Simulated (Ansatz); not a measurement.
# CrSTe (Janus 1T monolayer): the band gap by level of theory

All numbers come from the plane-wave code Ansatz. Note: simulated data, non-magnetic, for a generated structure that need not be the stable one.

The cell is CrSTe as a Janus 1T monolayer; cell and atoms were relaxed with r2SCAN. In-plane lattice: a = 3.322 Å, b = 3.322 Å, γ = 120.0°; thickness between the outer nuclei 3.08 Å. Around Cr lie 3 S at 2.27 Å and 3 Te at 2.67 Å; around S lie 3 Cr at 2.27 Å; around Te lie 3 Cr at 2.67 Å.

```
Cr S Te
1.0
     3.32243    0.00000    0.00000
    -1.66122    2.87731    0.00000
     0.00000    0.00000   30.08207
Cr S Te
1 1 1
Direct
  0.00000 0.00000 0.30628
  0.33333 0.66667 0.34681
  0.66667 0.33333 0.24446
```
The sheet repeats along a and b alone.

Relaxed lattice by functional, symmetry kept:

| functional | k mesh | a (Å) | thickness (Å) |
| --- | --- | --- | --- |
| PBE | 12×12×1 | 3.298 | 3.16 |
| r2SCAN | 12×12×1 | 3.322 | 3.08 |
| PBEsol | 12×12×1 | 3.218 | 3.18 |
| LDA | 12×12×1 | 3.190 | 3.16 |
| HSE06 | 6×6×1 | 3.292 | 3.07 |

On this one geometry the levels give:
```
  level   k mesh             gap (eV)  kind  edges  least direct gap (eV)        rough cost
    LDA  12×12×1  none (overlap 0.21)     –      –                      –   15 core-seconds
    PBE  12×12×1  none (overlap 0.21)     –      –                      –   22 core-seconds
PBE+SOC  12×12×1  none (overlap 0.24)     –      –                      –  100 core-seconds
 r2SCAN  12×12×1  none (overlap 0.26)     –      –                      –   40 core-seconds
```
All runs use a smearing of 0.02 eV.
Wave cutoffs: 420 eV, 500 eV (r2SCAN).
Points off the special ones are mesh points or PBE's searched band edges, reused at the other levels.
Costs come from shared machines and give only the order; PBE's includes the band path. The runs had 4 threads of Arm Neoverse V2, on a shared host.

With r2SCAN the bands overlap by 0.26 eV (counted from 1, band 18 peaks at Γ and band 19 bottoms out at K–Γ (0.10 of the way from K)): no gap. PBE+SOC gives no gap: the lowest nominally empty band dips 0.24 eV below the top of the last filled one (its bottom at K, the top at Γ), so the cell is a metal or semimetal at this level.

No level opens a gap, but no hybrid is among them, and semilocal functionals can close a real gap.

Only the levels marked +SOC include spin-orbit coupling.

The meshes of the hybrids are coarse, so their gaps aren't converged to the digits shown.

For some runs the program warns that the potential is rough where the density is thin, which bears on empty states near the vacuum.
